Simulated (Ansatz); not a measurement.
A relaxed structure of RbAlF4 is spoiled in several ways and relaxed again each time (noise and exchanges are one random draw each; squeezed and stretched starts keep its symmetry, which their runs cannot lower; pressure is positive under compression). All values below come from r2SCAN (plane waves to 500 eV, PAW, scalar-relativistic; Ansatz, a program for electronic structure).

```cif
data_AlF4Rb
_chemical_formula_sum 'Rb1 Al1 F4'
_space_group_name_H-M_alt 'P4/mmm'
_space_group_IT_number 123
_space_group_name_Hall '-P 4 2'
_cell_length_a 3.65840
_cell_length_b 3.65840
_cell_length_c 6.26684
_cell_angle_alpha 90.000
_cell_angle_beta 90.000
_cell_angle_gamma 90.000
loop_
_atom_site_label
_atom_site_type_symbol
_atom_site_symmetry_multiplicity
_atom_site_Wyckoff_symbol
_atom_site_fract_x
_atom_site_fract_y
_atom_site_fract_z
_atom_site_occupancy
Rb1 Rb 1 a 0.00000 0.00000 0.00000 1
Al1 Al 1 d 0.50000 0.50000 0.50000 1
F1 F 2 h 0.50000 0.50000 0.21867 1
F2 F 2 e 0.00000 0.50000 0.50000 1
```

**Question.** One start gave a first pressure of -15.3 GPa, a largest first force of 2.65 eV/Å and released 0.48 eV/atom. Which change was it?
A. with every coordinate shifted by Gaussian noise of σ = 0.45 Å
B. with one Al and one Rb atom exchanged in a cell of 6 atoms
C. stretched uniformly to 150 % of its volume
D. doubled along one cell vector, shaken by Gaussian noise of σ = 0.08 Å a coordinate

**Answer.** C, stretched uniformly to 150 % of its volume. All starts:

```csv
change,first pressure (GPa),largest first force (eV/Å),released (eV/atom),moves,outcome,final group,E − E(parent) (eV/atom)
stretched uniformly to 150 % of its volume,-15.3,2.65,0.48,7,returns to the parent,P4/mmm,0.000
with one Al and one Rb atom exchanged in a cell of 6 atoms,–,–,2.0,28,trapped higher,P4/mmm,+2.75
with every coordinate shifted by Gaussian noise of σ = 0.45 Å,–,–,1.4,9,returns to the parent,P4/mmm,0.000
"doubled along one cell vector, shaken by Gaussian noise of σ = 0.08 Å a coordinate",4.2,6.75,0.12,5,returns to the parent,P4/mmm,0.000
```

First-step values come from each run's starting, coarser k-mesh (6×6×4, 6×6×2). Each cell has its own k-point mesh; energy differences are given only to the digits this allows. Spin states reached: non-magnetic, ferromagnetic; non-magnetic ones ran without spin or lost their moments; spin orders were not searched systematically.
